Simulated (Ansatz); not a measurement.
Ga₃B₂As₅: rattling a relaxed structure

The cell was found from a structure generator's guess, not taken from experiment.

These are results of Ansatz, DFT PBE, scalar-relativistic, plane waves, PAW, not measurements. Cutoff 420 eV; k points 14×14×14 on the computed 10-atom cell (Γ-centred); Gaussian smearing, width 0.02 eV; no spin polarisation.

The cell below (10 atoms, space group I-4m2 (No. 119)) is relaxed within its symmetry.

```
Ga B As
1.0
    -1.87909    1.87909   13.76281
     1.87909   -1.87909   13.76281
     1.87909    1.87909  -13.76281
Ga B As
3 2 5
Cartesian
  0.0000 0.0000 0.0000
  0.0000 0.0000 5.3610
  0.0000 0.0000 22.1647
  0.0000 0.0000 16.4408
  0.0000 0.0000 11.0848
  0.0000 1.8791 1.5388
  1.8791 0.0000 3.8166
  0.0000 1.8791 6.8814
  1.8791 0.0000 9.9462
  0.0000 1.8791 12.2240
```

For the test it was strained at random (σ = 1.5 % a component), the atoms were moved at random (σ = 0.15 Å), and all was relaxed again on a coarse 4×4×4 mesh (in the run’s order of axes) with 0.10 eV smearing, with no symmetry imposed.

Question: What happens?

Answer: It returns, within 2 meV/atom of the unmoved cell on that mesh and with the same symmetry when read at 0.1 Å (C2 at 0.01 Å, so small strains and shifts remain). No instability shows in this cell; modes of other wave vectors, which need another repeat, aren't tested.
